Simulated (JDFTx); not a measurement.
System: TiAl(100) (P4/mmm bulk; lattice of mp-1953, not re-optimised at this level), 1x1 cell of 5 atoms in 5 planes (Al outermost, slab composition Ti2Al3), area 11.43 Å² a face, 5.5 Å between the outermost planes in a cell 21.6 Å high; k mesh 8×6×1, Fermi width 0.01 Ha, no spin polarisation. Whether this polymorph is the ambient one wasn't checked. Neither spin polarisation nor a larger cell was tried.

All numbers are PBE, GBRV ultrasoft potentials, plane waves to 20/100 Ha results from a modified build of JDFTx, not measurements. Liquid: linear PCM (GLSSA13), water, 2 M KF. Between zero charge and -0.89 V from it the run gives σ = -13.5 μC/cm², a mean capacitance of 15.2 μF/cm². The liquid has ε = 78.4, a 1:1 salt at 2 M with linear (Debye) response, and T = 298 K.

Working it through: the Debye length, the diffuse-layer capacitance, and the inner capacitance that is left when the two stand in series.

Each ion has density c = 2 × 6.022×10⁻⁴ = 1.204e-03 Å⁻³. λ² = ε kT / (8π (e²/4πε₀) c) with kT = 0.02568 eV and e²/4πε₀ = 14.40 eV Å gives λ = 2.15 Å; the log prints 2.15 Å. C_diffuse = ε₀ε/λ = 323 μF/cm². Then 1/C_inner = 1/15.2 − 1/323, so C_inner = 16.0 μF/cm², which equals a vacuum gap of ε₀/C_inner = 0.55 Å. The diffuse layer takes 5 % of the potential drop; the rest lies between the electrode's charge and the onset of the dielectric, with the electrode's own (quantum) capacitance in it. The split is a model: in the calculation solvent and ions share one smooth cavity.
